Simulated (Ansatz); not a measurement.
## Two states of ZnCrCu$_{2}$S$_{4}$

```xyz
8
Lattice="0.0000 5.2126 0.0000 5.2126 0.0000 0.0000 2.6063 2.6063 -5.2036" Properties=species:S:1:pos:R:3 pbc="T T T"
Cu    0.0000    0.0000    0.0000
Cu    2.6063    5.2126   -2.6018
Zn    5.2126    2.6063   -2.6018
Cr    2.6063    2.6063    0.0000
S     6.5481    3.8751   -3.8693
S     1.2688    1.2708   -1.3343
S     3.8771    6.5502   -3.8693
S     3.9439    3.9418   -1.3343
```

Level: r2SCAN; 500 eV; 4×4×4 Γ-centred mesh; fermi-dirac occupations (width 0.0416 eV); Ansatz 0.2.0, fixed geometry.

State A: no moments (no spin polarisation). State B: Cr4 up (collinear spin).

Q: Which state is lower, and how do they differ?

A: State B is lower by 163.8 meV an atom at zero smearing; in free energy at this smearing B lies -161.3 meV an atom from A.

```json
{"state": "A", "free energy (meV/atom)": "161.3", "largest moment in a small sphere (μB)": "0.00", "net moment (μB/cell)": "0.00", "gap on mesh (eV)": "metal", "pressure (GPa)": "0.2", "largest force (eV/Å)": "1.88"}
{"state": "B", "free energy (meV/atom)": "0.0", "largest moment in a small sphere (μB)": "2.52", "net moment (μB/cell)": "2.00", "gap on mesh (eV)": "0.16 (under the smearing)", "pressure (GPa)": "3.0", "largest force (eV/Å)": "1.23"}
```

Origin: a known structure type with other elements, at an estimated volume, so it need not be a known compound. Caveats: semilocal functionals often miss the gap of such magnets; the k mesh is coarse if the cell is a metal; atoms or cell far from equilibrium.
